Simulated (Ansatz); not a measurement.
Clean, relaxed (111) surface of ZrC, space group Fm-3m (No. 225) (top face towards +c; atoms held fixed, by place in the list: 1, 2, 3):

```
CELL_PARAMETERS angstrom
3.30153 0.00000 0.00000
-1.65076 2.85921 0.00000
0.00000 0.00000 25.08706
ATOMIC_POSITIONS crystal
Zr 0.33333 0.66667 0.33882
C 0.66667 0.33333 0.39255
Zr 0.00000 0.00000 0.44627
C 0.33333 0.66667 0.50001
Zr 0.66667 0.33333 0.55059
C 0.00000 0.00000 0.61038
Zr 0.33333 0.66667 0.65435
```

Method: DFT PBEsol, scalar-relativistic, plane waves, PAW in Ansatz. Plane waves to 420 eV, a k mesh through Γ of 9×9×1 on the computed 7-atom cell and Gaussian smearing (0.10 eV); no spin polarisation. The cell repeats along c with a dipole correction in the vacuum.

Cu (atom) is adsorbed on the top face, one adsorbate per 9.4 Å², and relaxed from 3 starting sites (fractions of a and b). The adsorption energy is E(slab + adsorbate) − E(slab) − E(free adsorbate, spin-polarised where open-shell). Heights count from the highest slab atom after relaxation. Δφ is the top face's. Δp counts per cell along +c. Bonded neighbours lie within 1.25 times the sum of covalent radii (1.35 for H) and, on that scale, within 12 % of the closest. With the adsorbate the cell is lengthened along c to keep the vacuum.

```json
{"start": "top (Zr) at (0.33, 0.67)", "ends at": "(0.33, 0.67), 1 bonded neighbour (Zr)", "E_ads (eV)": "-3.01", "height (Å)": "2.52", "shortest contact": "Cu–Zr 2.52 Å", "Δφ (eV)": "-0.89", "Δp (e·Å)": "+0.046"}
{"start": "hollow (Zr-Zr-Zr) at (0.67, 0.33)", "ends at": "(0.67, 0.33), 3 bonded neighbours (Zr)", "E_ads (eV)": "-3.98", "height (Å)": "1.99", "shortest contact": "Cu–Zr 2.76 Å", "Δφ (eV)": "-0.93", "Δp (e·Å)": "+0.049"}
{"start": "bridge (Zr-Zr) at (0.83, 0.67)", "ends at": "(0.67, 0.33), 3 bonded neighbours (Zr)", "E_ads (eV)": "-3.98", "height (Å)": "1.99", "shortest contact": "Cu–Zr 2.76 Å", "Δφ (eV)": "-0.93", "Δp (e·Å)": "+0.049"}
```

Among the sites tried, the lowest end comes from the bridge (Zr-Zr) at (0.83, 0.67) start; the hollow (Zr-Zr-Zr) at (0.67, 0.33) start ended within 0.02 eV of it, though not always at the same place; other sites may lie lower.

Each end is the local minimum or symmetric point that its start leads to.

The adsorbed runs have no spin polarisation, so weakly bound open-shell ends lie too high.